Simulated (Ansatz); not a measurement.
Data:

AlAu:
```cif
data_AlAu
_chemical_formula_sum 'Al1 Au1'
_space_group_name_H-M_alt 'Pm-3m'
_space_group_IT_number 221
_space_group_name_Hall '-P 4 2 3'
_cell_length_a 3.18124
_cell_length_b 3.18124
_cell_length_c 3.18124
_cell_angle_alpha 90.000
_cell_angle_beta 90.000
_cell_angle_gamma 90.000
loop_
_atom_site_label
_atom_site_type_symbol
_atom_site_symmetry_multiplicity
_atom_site_Wyckoff_symbol
_atom_site_fract_x
_atom_site_fract_y
_atom_site_fract_z
_atom_site_occupancy
Al1 Al 1 a 0.00000 0.00000 0.00000 1
Au1 Au 1 b 0.50000 0.50000 0.50000 1
```

This is the r²SCAN-relaxed structure.

Problem. All from plane-wave PAW r²SCAN (Ansatz code), unless another level is named. Give the highest zone-centre frequency.

Solution. 157 cm⁻¹.

Problem. Predict the bulk modulus (Birch–Murnaghan fit).

Solution. 132 GPa.

Problem. Give the elastic constants (relaxed ions, GPa).

Solution. C11 = 121, C12 = 141, C44 = -2.4.

The workflow started from a Materials Project entry (that database holds measured and hypothetical structures alike); the Crystallography Open Database copy checked does not list it. With Al and Au taken as one species the cell has the higher symmetry Im-3m, so it may be an ordered model of a mixed-site phase. Its standing as an ambient phase is unchecked. The r²SCAN relaxation kept the symmetry of its start. At this level the phase is mechanically unstable. As this level gives no gap, shear constants depend on the k-mesh and smearing (Fermi–Dirac, 0.1 eV here). As this level gives no gap, phonon frequencies hold no LO–TO term and depend on the k-mesh and smearing (Fermi–Dirac, 0.1 eV here). Spin–orbit coupling is left out wherever it is not named.

Potentials: the later of the program's two PAW sets.
